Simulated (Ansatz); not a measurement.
**Structure relaxation, SiMo2**

The relaxed structure here is a generated cell of SiMo2: the first start was made by placing the elements on the sites of a structure type, and the end was not matched to a known phase here, so it may be hypothetical.

The start is a generated trial cell of SiMo2 in the AFLOW prototype AB2_oI6_71_a_i (as in ReSi2). A full variable-cell relaxation at zero pressure is run with r2SCAN (plane waves to 500 eV, PAW, scalar-relativistic; Ansatz, an electronic-structure program). The first steps use a coarse 10×10×10 k-mesh.

Starting cell:
```
CELL_PARAMETERS angstrom
     -1.67967     1.68826     4.12238
      1.67967    -1.68826     4.12238
      1.67967     1.68826    -4.12238
ATOMIC_POSITIONS crystal
  Si 0.00000 0.00000 0.00000
  Mo 0.33900 0.33900 0.00000
  Mo 0.66100 0.66100 0.00000
```

Q: Does the structure survive the relaxation? Give the final space group.

A: The space group goes from Immm (No. 71) to I4/mmm (No. 139), with 3 atoms in the primitive cell.

Q: By how much does the energy per atom fall from start to end?

A: 0.10 eV/atom.

Q: How do the shortest distances between atoms change?

A: The closest pairs of elements (up to four, under 3.6 Å), start → end: Mo–Mo 2.65 → 2.66 Å; Mo–Si 2.73 → 2.66 Å; Si–Si 3.36 → 3.16 Å.

Final values are on a 21×21×21 k-mesh of the relaxed cell. No spin polarisation in the result.

The run could not lose the symmetry of its start: the end is stationary, and may be a saddle point rather than a minimum.
